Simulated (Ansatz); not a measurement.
Relaxed SiO$_{2}$ (rutile):

```
SiO2
1.0
    4.19456     0.00000     0.00000
    0.00000     4.19456     0.00000
    0.00000     0.00000     2.67844
Si O
2 4
Direct
  0.00000   0.00000   0.00000
  0.50000   0.50000   0.50000
  0.30606   0.30606   0.00000
  0.80606   0.19394   0.50000
  0.19394   0.80606   0.50000
  0.69394   0.69394   0.00000
```

In this cell atom 5 (O, nearest neighbour Si at 1.766 Å; its periodic images, 2.7 Å or more away, move with it) is moved by u·(1.000, 0.000, 0.000) + v·(0.000, 0.000, 1.000); the rest is frozen.

Method: PBEsol (plane waves to 420 eV, PAW, scalar-relativistic; Ansatz, an electronic-structure program). k mesh 6×6×10 (Γ-centred), Fermi-Dirac smearing 0.05 eV. The energy includes the smearing's −TS. SiO2 was relaxed with its symmetry unable to fall.

Changes of ΔE (eV/cell) from the point u = 0.000 Å, v = 0.000 Å when one coordinate moves alone (two changes are said to add if the coupling is within 5 % of the smaller one, nearly so within 20 %):

| point | change |
|---|---|
| u = 0.000 Å, v = -0.260 Å | 0.6613 |
| u = 0.000 Å, v = -0.173 Å | 0.2925 |
| u = 0.000 Å, v = -0.087 Å | 0.0729 |
| u = -0.260 Å, v = 0.000 Å | 0.7170 |
| u = -0.173 Å, v = 0.000 Å | 0.3205 |
| u = -0.087 Å, v = 0.000 Å | 0.0805 |
| u = 0.087 Å, v = 0.000 Å | 0.0809 |
| u = 0.173 Å, v = 0.000 Å | 0.3246 |
| u = 0.260 Å, v = 0.000 Å | 0.7333 |
| u = 0.000 Å, v = 0.087 Å | 0.0729 |
| u = 0.000 Å, v = 0.173 Å | 0.2925 |
| u = 0.000 Å, v = 0.260 Å | 0.6613 |

### Question
Do the two effects add at u = 0.087 Å, v = 0.173 Å? Give the computed change.

### Answer
The sum of the single changes is 0.0809 + (0.2925) = 0.3734; the calculation gives 0.3199, so the coupling contributes -0.0535 (over 20 % of the smaller single change, not additive).

### Question
Do the two effects add at u = -0.173 Å, v = -0.260 Å? Give the computed change.

### Answer
The sum of the single changes is 0.3205 + (0.6613) = 0.9818; the calculation gives 1.3160, so the coupling contributes 0.3342 (over 20 % of the smaller single change, not additive).

### Question
What is the change at u = -0.260 Å, v = 0.087 Å, where both move, and how far is it from the sum?

### Answer
The sum of the single changes is 0.7170 + (0.0729) = 0.7899; the calculation gives 0.8467, so the coupling contributes 0.0568 (over 20 % of the smaller single change, not additive).

(For displaced atoms, the force is minus the slope of the energy, and its curvature is a force constant, which sets phonon frequencies.)
